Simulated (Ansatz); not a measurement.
Input:

AgW:
```
CELL_PARAMETERS angstrom
      0.00000     2.63322     2.63322
      2.63322     0.00000     2.63322
      2.63322     2.63322     0.00000
ATOMIC_POSITIONS crystal
  Ag 0.00000 0.00000 0.00000
  W  0.50000 0.50000 0.50000
```

This is the PBEsol-relaxed structure.

### Question
All from the program Ansatz at the PBEsol level (PAW), unless another level is named. Give the bulk modulus (Birch–Murnaghan fit).

### Answer
173 GPa.

### Question
What about the highest zone-centre frequency?

### Answer
152 cm⁻¹.

Space group Fm-3m (rock salt). The start of the workflow was typed in or built on a structure type; neither database checked (COD, Materials Project) lists it. Whether it is the stable phase at ambient conditions was not checked. The cell was relaxed with PBEsol under the symmetry of its start. At this level the phase is mechanically unstable. No spin polarisation was allowed. Its formation energy is positive at this level, so the cell may be metastable or incomplete. As this level gives no gap, phonon frequencies hold no LO–TO term and depend on the k-mesh and smearing (Fermi–Dirac, 0.1 eV here). Scalar-relativistic: spin–orbit coupling is off unless named, which matters more the heavier the elements.

Potentials: the later of the program's two PAW sets.
